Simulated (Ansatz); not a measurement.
# Calculated with Ansatz: Ti₂CS, relaxation

The input file (Ansatz 0.2.0, plane waves):

```yaml
crystal:
  lattice:
    - [3.19620668, 0.0, 0.0]
    - [-1.59810334, 2.76799464, 0.0]
    - [0.0, 0.0, 11.15187376]
  atoms:
    - { symbol: Ti, position: [0.33333, 0.66667, 0.099] }
    - { symbol: Ti, position: [0.66666, 0.33333, 0.599] }
    - { symbol: Ti, position: [0.33333, 0.66667, 0.401] }
    - { symbol: Ti, position: [0.66667, 0.33334, 0.901] }
    - { symbol: C, position: [0.0, 0.0, 0.0] }
    - { symbol: C, position: [0.0, 0.0, 0.5] }
    - { symbol: S, position: [0.66667, 0.33333, 0.25] }
    - { symbol: S, position: [0.33334, 0.66667, 0.75] }
  symmetry: { tolerance: 0.0003 }
kpoints:
  mp_grid: { grid: [11, 11, 3], shift: [0, 0, 0] }
magnetization:
  spin_polarized: false
scf:
  occupations: { method: fermi_dirac }
  lower_state_search: "off"
hamiltonian:
  pseudopotentials: { kind: paw }
  xc: r2scan
basis:
  ecutwfc: 500
  fft_grid_basis: typed
relax:
  max_steps: 80
  cell: { p_target: 5.0 }
  f_tol: 0.03
output:
  forces: true
  stress: true
  eigenvalues: true
  bader: true
  populations: true
  elf: true
  write_potential: true
  volumetric_format: npy
  dos:
    e_range: [-12, 8]
    de: 0.05
    projected: { site_lists: { C: [C], S: [S], Ti: [Ti] } }
  write_density: true
checkpoint:
  read: saved_state
```

The command:

```bash
ansatz run input.yaml --threads 2 --pin off --max-ram 3584MiB --backend cpu --events-out ev --progress --plain --runs-dir out
```

Origin of the cell: a database entry, scaled a little.

The smearing width isn't typed, so it takes its default of 0.1 eV.

The saved state is a converged single point of the same cell.

Steps («new basis» is an SCF on plane waves selected anew at the same cell):

```
step  ΔH (meV/atom)  max force component (eV/Å)  P (GPa)  volume (Å³)  SCF iterations   step was
   1            0.0                       0.073     2.19        98.66               6   accepted
   2           -1.5                       0.059     4.89        97.22               6   accepted
   3           -1.9                       0.007     5.03        97.22               6   accepted
   4           -1.9                       0.002     4.99        97.24               4   accepted
   5           -1.8                       0.002     4.99        97.24               5  new basis
```

Step 1, with forces in eV/Å:

```xyz
8
Lattice="3.196 0.000 0.000 -1.598 2.768 0.000 0.000 0.000 11.152" Properties=species:S:1:pos:R:3:forces:R:3 pbc="T T T" step=1
Ti    0.000    1.845    1.104    0.000    0.000    0.073
Ti    1.598    0.923    6.680    0.000    0.000    0.073
Ti    0.000    1.845    4.472    0.000    0.000   -0.073
Ti    1.598    0.923   10.048    0.000    0.000   -0.073
C     0.000    0.000    0.000    0.000    0.000    0.000
C     0.000    0.000    5.576    0.000    0.000    0.000
S     1.598    0.923    2.788    0.000    0.000    0.000
S     0.000    1.845    8.364    0.000    0.000    0.000
```

Step 2, with forces in eV/Å:

```xyz
8
Lattice="3.168 0.000 0.000 -1.584 2.743 0.000 0.000 0.000 11.188" Properties=species:S:1:pos:R:3:forces:R:3 pbc="T T T" step=2
Ti    0.000    1.829    1.115    0.000    0.000   -0.059
Ti    1.584    0.914    6.709    0.000    0.000   -0.059
Ti    0.000    1.829    4.479    0.000    0.000    0.059
Ti    1.584    0.914   10.073    0.000    0.000    0.059
C     0.000    0.000    0.000    0.000    0.000    0.000
C     0.000    0.000    5.594    0.000    0.000    0.000
S     1.584    0.914    2.797    0.000    0.000    0.000
S     0.000    1.829    8.391    0.000    0.000    0.000
```

Step 5, with forces in eV/Å:

```xyz
8
Lattice="3.176 0.000 0.000 -1.588 2.750 0.000 0.000 0.000 11.132" Properties=species:S:1:pos:R:3:forces:R:3 pbc="T T T" step=5
Ti    0.000    1.834    1.108    0.000    0.000   -0.002
Ti    1.588    0.917    6.674    0.000    0.000   -0.002
Ti    0.000    1.834    4.458    0.000    0.000    0.002
Ti    1.588    0.917   10.024    0.000    0.000    0.002
C     0.000    0.000    0.000    0.000    0.000    0.000
C     0.000    0.000    5.566    0.000    0.000    0.000
S     1.588    0.917    2.783    0.000    0.000    0.000
S     0.000    1.834    8.349    0.000    0.000    0.000
```

```
Enthalpy lowered by     : 1.8 meV/atom
Volume change           : -1.44 %
Final pressure          : 4.99 GPa
Relaxation steps listed : 5
```

Caveats: no moments, though an odd count or open d shells may carry them; the relaxation held the start's symmetry, so the end may be a saddle point.

It ran for 92 s on 2 threads of Arm Neoverse V2, on a shared host, peak memory 0.68 GiB, from a saved density.
